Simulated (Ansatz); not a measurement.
In plane-wave PAW PBE (Ansatz code), NbAs in the tetragonal phase (I4_1md; Nb on 4a, As on 4a) relaxes to a = 3.473 Å, c = 11.750 Å. As has 6 nearest neighbours from 2.63 Å (trigonal prismatic). Against the elements it lies at -0.69 eV/atom, with no fitted shifts.

Electronic character: no gap, with almost no states at the Fermi level (zero-gap or semimetallic). Gap from PBE with spin–orbit coupling: none (metallic).

The bulk modulus is 160 GPa. The highest mode at Γ lies at 262 cm^-1. Bader charges are Nb +1.02, As -1.02 e.

Symmetry was held in the PBE relaxation; of distortions, only those at the zone centre were tested. No spin polarisation was allowed. A small band overlap can be real or an error of a semilocal functional. As this level gives no gap, phonon frequencies hold no LO–TO term and depend on the k-mesh and smearing (Fermi–Dirac, 0.1 eV here). The references are the lowest solids computed at this level, not always the standard phases. Scalar-relativistic: spin–orbit coupling is off unless named, which matters more the heavier the elements.

Potentials: the later of the program's two PAW sets.
